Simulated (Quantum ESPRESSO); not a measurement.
Kohn-Sham bands of SnSe (rock salt)

```
SnSe
1.0
    0.00000     3.01044     3.01044
    3.01044     0.00000     3.01044
    3.01044     3.01044     0.00000
Sn Se
1 1
Cartesian
  0.00000   0.00000   0.00000
  3.01044   3.01044   3.01044
```

Cell from Materials Project (mp-2693), symmetrised, no further relaxation. COD (Crystallography Open Database) has the formula in 3 space groups, this one among them (matched by group alone). Computed values, not measurements, from PBEsol: Quantum ESPRESSO (norm-conserving PseudoDojo potentials, cutoff 69 Ry, spinors with spin-orbit coupling) on a Γ-centred 6×6×6 mesh, then Wannier90. Density: 10×10×10 mesh, Gaussian smearing 0.01 Ry.

Energies are relative to the valence-band maximum; weights are on the orthonormalised atomic waves of the pseudopotential files, averaged over the group. 30 electrons a cell are treated as valence.

Q: Into which isolated groups do the bands fall, where do they lie and what are they made of?

A: 
```json
[
 {"bands": "1–4", "from (eV)": "-48.27", "to (eV)": "-48.26", "filling": "filled", "weight on atomic waves": "Se 3d 100 %"},
 {"bands": "5–10", "from (eV)": "-47.37", "to (eV)": "-47.37", "filling": "filled", "weight on atomic waves": "Se 3d 100 %"},
 {"bands": "11–14", "from (eV)": "-22.08", "to (eV)": "-22.07", "filling": "filled", "weight on atomic waves": "Sn 4d 100 %"},
 {"bands": "15–20", "from (eV)": "-21.05", "to (eV)": "-21.02", "filling": "filled", "weight on atomic waves": "Sn 4d 100 %"},
 {"bands": "21–22", "from (eV)": "-13.85", "to (eV)": "-12.61", "filling": "filled", "weight on atomic waves": "Se 4s 81 %, Sn 5p 13 %, Sn 5s 4 %"},
 {"bands": "23–30", "from (eV)": "-8.05", "to (eV)": "0.00", "filling": "filled", "weight on atomic waves": "Se 4p 55 %, Sn 5s 22 %, Sn 5p 20 %"}
]
```

The Kohn-Sham gap over both meshes and the path is 0.33 eV.
